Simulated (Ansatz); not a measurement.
How much do the gradients of MgAu4Se4Cl4O12 depend on the method?

Cell: a computed structure from the Materials Project (it need not be an observed phase), atoms as given.

```
Mg Se Au Cl O
1.0
     5.32904    0.00000    0.00000
     0.29819   10.02380    0.00000
     0.67146    1.41401   10.78651
Mg Se Au Cl O
1 4 4 4 12
Direct
  0.68474 0.66517 0.00447
  0.76421 0.85843 0.29071
  0.13849 0.73327 0.83143
  0.85755 0.28078 0.12447
  0.24178 0.13175 0.74031
  0.03565 0.57383 0.21838
  0.01068 0.99156 0.01215
  0.98571 0.40427 0.83160
  0.99120 0.00082 0.51193
  0.25885 0.48265 0.66660
  0.53354 0.57550 0.20913
  0.23827 0.18529 0.45020
  0.73962 0.81710 0.57851
  0.71569 0.92732 0.13761
  0.73714 0.35115 0.98232
  0.03897 0.76260 0.27967
  0.08745 0.16625 0.08029
  0.08688 0.38978 0.15263
  0.94517 0.81059 0.94419
  0.41410 0.70903 0.89523
  0.96147 0.22036 0.77401
  0.89606 0.00375 0.33456
  0.96143 0.58626 0.89523
  0.30718 0.04497 0.88292
  0.09042 0.99628 0.68928
```

Atom numbers follow the list; atoms alike are taken as one site, whose name carries the number of the first.

First run. Method: Kohn–Sham DFT in Ansatz, PBE, plane waves and PAW, scalar-relativistic, 420 eV cutoff, Γ-centred 6×3×3 k-points, Fermi–Dirac smearing 0.05 eV.

| site | atom | V_zz (10²¹ V/m²) | η |
| --- | --- | --- | --- |
| Mg | 1 | 2.26 | 0.41 |
| Se2 | 2 | -30.2 | 0.13 |
| Se3 | 3 | -31.6 | 0.13 |
| Se4 | 4 | -30.1 | 0.20 |
| Se5 | 5 | -30.0 | 0.02 |
| Au6 | 6 | -16.52 | 0.66 |
| Au7 | 7 | -3.93 | 0.51 |
| Au8 | 8 | 5.59 | 0.77 |
| Au9 | 9 | -10.06 | 0.91 |
| Cl10 | 10 | 28.0 | 0.11 |
| Cl11 | 11 | 16.26 | 0.60 |
| O16 | 16 | 13.85 | 0.72 |
| O19 | 19 | 13.97 | 0.92 |
| O23 | 23 | -13.55 | 0.96 |

Second run. The same atoms and settings, except that the functional is r2SCAN, the cutoff is 500 eV and the mesh is 6×4×3.

Q: What does the second run give?

A: 

```tsv
site	atom	V_zz	η	change of V_zz
Mg	1	2.20	0.44	-0.06
Se2	2	-32.3	0.13	-2.09
Se3	3	-33.9	0.15	-2.30
Se4	4	-32.1	0.20	-2.04
Se5	5	-32.0	0.01	-2.05
Au6	6	-23.5	0.69	-7.00
Au7	7	-3.01	0.85	–
Au8	8	-4.57	0.19	–
Au9	9	6.37	0.68	–
Cl10	10	27.5	0.09	-0.51
Cl11	11	15.30	0.60	-0.96
O16	16	14.56	0.68	+0.71
O19	19	14.64	0.87	+0.67
O23	23	-13.87	0.99	-0.32
```

The largest change of V_zz along a kept axis is on Au6, from -16.52 to -23.5. In per cent, |V_zz| changes by -3 on Mg, +7 on Se, +42 on Au, -6 to -2 on Cl, +2 to +5 on O (all sites that start above 2, bar those whose gradient vanishes or changes sign or whose main axis turns by over 40°). On Au9, Au8, Au7 the largest principal value lies along another axis in the second run, so the two V_zz can't be compared directly. The table leaves out 11 of the 25 sites, with |V_zz| up to 29.47; their tensors move by 0.95 at most along any direction. The statements above cover all sites.

Spin–orbit coupling is left out, which shifts gradients on Au by a few per cent in wide-gap crystals, and can shift them far more where the calculated gap is small or absent, as here.
For the first run: The largest force is 0.3 eV/Å, so the atoms aren't at the calculated equilibrium and relaxing them would move these values.
For the second run: The largest force is 1.2 eV/Å, so the atoms aren't at the calculated equilibrium and relaxing them would move these values. With these PAW files V_zz is typically within 2 to 3 % of all-electron values, but misses above 10 % occur on Au.
